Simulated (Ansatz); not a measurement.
# How much do the gradients of MnSi depend on the method?

Cell: a structure deposited in the COD, its atoms then relaxed with PBE in this cell.

Space group P2_13 (No. 198); a = 4.5561 Å.

```csv
site,Wyckoff,site symmetry,x,y,z
Mn,4a,.3.,0.1356,0.1356,0.1356
Si,4a,.3.,0.8449,0.8449,0.8449
```

One atom of each set is listed.

First run. Method: Kohn–Sham DFT in Ansatz, PBE, plane waves and PAW, scalar-relativistic, collinear spin, 420 eV cutoff, Γ-centred 7×7×7 k-points, Fermi–Dirac smearing 0.05 eV. Start moments as typed (μB): 3 on each Mn, none on the rest.

```json
{"site": "Mn", "V_zz (10²¹ V/m²)": "0.40", "η": "0.00", "m (μB)": "1.01"}
{"site": "Si", "V_zz (10²¹ V/m²)": "-3.54", "η": "0.00", "m (μB)": "-0.04"}
```

Second run. The same atoms and settings, except that the functional is r2SCAN and the cutoff is 500 eV.

Task: What does the second run give?

Result: 

```json
{"site": "Mn", "V_zz": "0.069", "η": "0.00", "change of V_zz": "-0.33", "m (μB)": "2.18"}
{"site": "Si", "V_zz": "-3.74", "η": "0.00", "change of V_zz": "-0.20", "m (μB)": "-0.12"}
```

The largest change of V_zz is on Mn, from 0.40 to 0.069. In per cent, |V_zz| changes by +6 on Si (all sites that start above 2). The absolute magnetisation of the cell goes from 4.6 to 10.2 μB.

With no gap above 0.1 eV, as in a metal, the gradients converge slowly in k; expect changes of a tenth or more on a denser mesh. The magnetic order is the one that the run reached from its start moments, not necessarily the measured one.
For the first run: At this cell the principal stresses reach 5 GPa in size with PBE, which can matter for small gradients. The run lost most of its start moments on Mn; a state with other moments may lie lower.
For the second run: The largest force is 0.4 eV/Å, so the atoms aren't at the calculated equilibrium and relaxing them would move these values. The program didn't check the stability of this electronic state in full, so a lower one may lie near.
